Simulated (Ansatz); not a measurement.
MoPd:
```
CELL_PARAMETERS angstrom
      2.68266     0.00000     0.00000
      0.00000     2.68266     0.00000
      0.00000     0.00000     4.08605
ATOMIC_POSITIONS crystal
  Pd 0.00000 0.00000 0.00000
  Mo 0.50000 0.50000 0.50000
```

Relaxed with PBEsol. Special points in fractions of this cell's reciprocal vectors: Γ (0.000, 0.000, 0.000); X (0.000, 0.500, 0.000); M (0.500, 0.500, 0.000); Z (0.000, 0.000, 0.500); R (0.000, 0.500, 0.500); A (0.500, 0.500, 0.500).

### Question
List the band energies nearest the Fermi level at these points for the program Ansatz at the PBEsol level (PAW).

### Answer
In eV from the Fermi level; about four levels below and three above (degenerate sets whole), none deeper than 8.9 eV; … stands for higher levels left out; points with the same levels are listed once.

```csv
k,below,above
Γ,-3.08 -3.08 -2.95 -1.51 -1.08,2.10 2.55 2.55
X,-3.21 -2.83 -2.41 -2.29,0.30 1.84 2.07
M,-5.90 -5.90 -0.36 -0.26,1.43 1.43 2.46
Z,-2.52 -2.52 -1.45 -1.04,1.17 1.17 …
R,-4.15 -3.18 -2.88 -2.30,0.04 0.35 0.96
A,-2.73 -2.73 -2.66 -0.36,1.05 5.17 9.00
```

Space group P4/mmm (L1₀ or tetragonal B2). The start of the workflow was typed in or built on a structure type; neither database checked (COD, Materials Project) lists it. Its standing as an ambient phase is unchecked. The PBEsol relaxation kept the symmetry of its start; whether a distortion lowers the energy is not shown. No spin polarisation was allowed. Scalar-relativistic: spin–orbit coupling is off unless named, which matters more the heavier the elements.

Potentials: the later of the program's two PAW sets.
